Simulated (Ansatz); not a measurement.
TaAl:
```
CELL_PARAMETERS angstrom
      3.22517     0.00000     0.00000
      0.00000     3.22517     0.00000
      0.00000     0.00000     3.22517
ATOMIC_POSITIONS crystal
  Ta 0.00000 0.00000 0.00000
  Al 0.50000 0.50000 0.50000
```

Relaxed with PBE. Special points in fractions of this cell's reciprocal vectors: Γ (0.000, 0.000, 0.000); X (0.000, 0.500, 0.000); M (0.500, 0.500, 0.000); R (0.500, 0.500, 0.500).

List the band energies nearest the Fermi level at these points for PBE in the plane-wave PAW code Ansatz.

In eV from the Fermi level; about four levels below and three above (degenerate sets whole), none deeper than 8.9 eV; points with the same levels are listed once.

```tsv
k	below	above
Γ	-2.55 -2.55	2.55 2.55 2.55
X	-5.94 -1.46 -0.35 -0.35	3.00 4.54 5.73
M	-6.00 -2.80 -2.01 -2.01	0.53 0.53 4.57
R	-4.16 -4.16 -4.16 0.00	3.18 3.18 3.18
```

Space group Pm-3m (CsCl type). The start of the workflow was typed in or built on a structure type; neither database checked (COD, Materials Project) lists it. Whether it is the stable phase at ambient conditions was not checked. Symmetry was held in the PBE relaxation; whether a distortion lowers the energy is not shown. The run is not spin-polarised. Spin–orbit coupling is left out wherever it is not named.

Potentials: the later of the program's two PAW sets.
